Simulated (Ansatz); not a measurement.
**Phonon spectrum of Al$_{3}$Co$_{2}$Ni**

The calculation used DFT PBE, scalar-relativistic, plane waves, PAW (Ansatz 0.2.0). Cutoff 420 eV, 12×12×8 k-points (Γ-centred), Gaussian smearing of 0.20 eV. Collinear spin, site moments 0.0, 0.0, 0.0, 0.5, 0.5, 0.2 μB. Phonons by linear response, acoustic sum rule imposed.

Relaxed structure:
```yaml
crystal:
  lattice:
    - [4.06242, 0.00000, 0.00000]
    - [-2.03121, 3.51816, 0.00000]
    - [0.00000, 0.00000, 4.97110]
  atoms:
    - { symbol: Al, position: [0.00000, 0.00000, 0.00000] }
    - { symbol: Al, position: [0.66667, 0.33333, 0.32969] }
    - { symbol: Al, position: [0.33333, 0.66667, 0.67031] }
    - { symbol: Co, position: [0.66667, 0.33333, 0.83273] }
    - { symbol: Co, position: [0.33333, 0.66667, 0.16727] }
    - { symbol: Ni, position: [0.00000, 0.00000, 0.50000] }
```

The cell was found from a structure generator's guess, not taken from experiment. In a metal, frequencies and elastic constants depend on the k mesh and the smearing, soft modes and shear constants most. The q mesh is coarse, so values between its points are rough.

Force constants from linear response on a 2×2×2 q mesh.

Question: Is the structure dynamically stable on the q mesh?

Answer: Yes, on this mesh: no mode is imaginary.

Question: Give the frequencies (cm⁻¹) at the zone-boundary points of high symmetry (interpolated where a point lies off the q mesh).

Answer:
```csv
point,q,frequencies
M,0.500 0.000 0.000,143 146 152 156 160 169 201 213 218 268 301 305 309 311 351 354 364 365
K,0.333 0.333 0.000,138 140 140 187 187 188 200 200 206 275 275 278 342 342 343 354 354 357
A,0.000 0.000 0.500,105 105 112 112 193 195 211 211 211 310 314 317 317 320 320 344 344 345
L,0.500 0.000 0.500,148 164 176 182 185 188 198 205 234 276 276 295 301 340 344 347 348 380
H,0.333 0.333 0.500,178 178 183 186 188 188 196 196 200 288 289 289 313 313 316 369 369 372
```
